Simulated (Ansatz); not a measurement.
Sn: elastic constants from stress and strain

```xyz
2
Lattice="0.0000 3.2456 3.2456 3.2456 0.0000 3.2456 3.2456 3.2456 0.0000" Properties=species:S:1:pos:R:3 pbc="T T T"
Sn    3.2456    3.2456    3.2456
Sn    4.8684    4.8684    4.8684
```

Atoms are numbered in the order listed.

The cell is COD entry 9008568, as deposited and not checked against the literature; nothing was relaxed.

No spin–orbit coupling, which matters for the heavy atoms here.

Level of theory: Ansatz 0.2.0, DFT, PBEsol, all-electron LAPW, scalar-relativistic.

Settings: a Γ-centred 11×11×11 k mesh, Fermi–Dirac smearing of 0.05 eV, basis error target 1 meV/atom, no spin polarisation.

The unstrained cell is at 0.99 GPa. Large strains and very small stresses are left out. Each strain is applied once, with fractional coordinates held (clamped ions), and σ below is the change of stress, positive in tension. One finite strain gives stress–strain coefficients at this pressure with an error of the order of the strain times third-order constants, a few per cent for each per cent of strain. In a metal the k mesh adds noise of tens of per cent to soft shears.

(1) With equal xy, yz and zx engineering shear strains of -1 %, the run gives σxy = -0.53 GPa and γxy = 2εxy = -0.0100. Which stiffness follows?

(2) With equal xy, yz and zx engineering shear strains of +1 %, the run gives σxy = 0.50 GPa and γxy = 2εxy = 0.0100. Which stiffness follows?

(3) The two estimates of C44 (clamped ions) differ. Why, and which value is best?

Results:

(1) C44 (clamped ions) = σxy/γxy = 53 GPa.

(2) C44 (clamped ions) = σxy/γxy = 50 GPa.

(3) Finite strains add third-order terms, and in a metal the k mesh adds noise; two strains on one mesh can't tell these apart, so neither value is shown to be the better.
